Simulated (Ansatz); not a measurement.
CuAu in space group R-3m (No. 166; Cu on 3b, Au on 3a) at seven volumes, LDA in the plane-wave PAW code Ansatz, shape and atoms relaxed at each. One row is withheld.

```
V (Å³/atom)  P (GPa)
-----------  -------
12.804         22.36
13.226         13.39
13.648          6.01
14.070          0.00
14.493         -4.98
14.915         -9.09
15.337             ?
```

Q: Fit the shown pressures and predict the withheld one.

A: Third-order Birch–Murnaghan: P = (3/2)B₀(x^(7/2) − x^(5/2))[1 + (3/4)(B′ − 4)(x − 1)] with x = (V₀/V)^(2/3). Least squares on the six rows gives V₀ = 14.069 Å³/atom, B₀ = 182.7 GPa, B′ = 5.56. At V = 15.337, x = 0.9441 and P = -12.40 GPa. The run itself gave -12.44 GPa.

The workflow started from a Materials Project entry (that database holds measured and hypothetical structures alike); the Crystallography Open Database copy checked does not list it. It is not the phase usual at ambient conditions (space group No. 123). Symmetry was held in the LDA relaxation; its stability against distortions is not shown here. No spin polarisation was allowed. Scalar-relativistic: spin–orbit coupling is off unless named, which matters more the heavier the elements.

Potentials: the later of the program's two PAW sets.
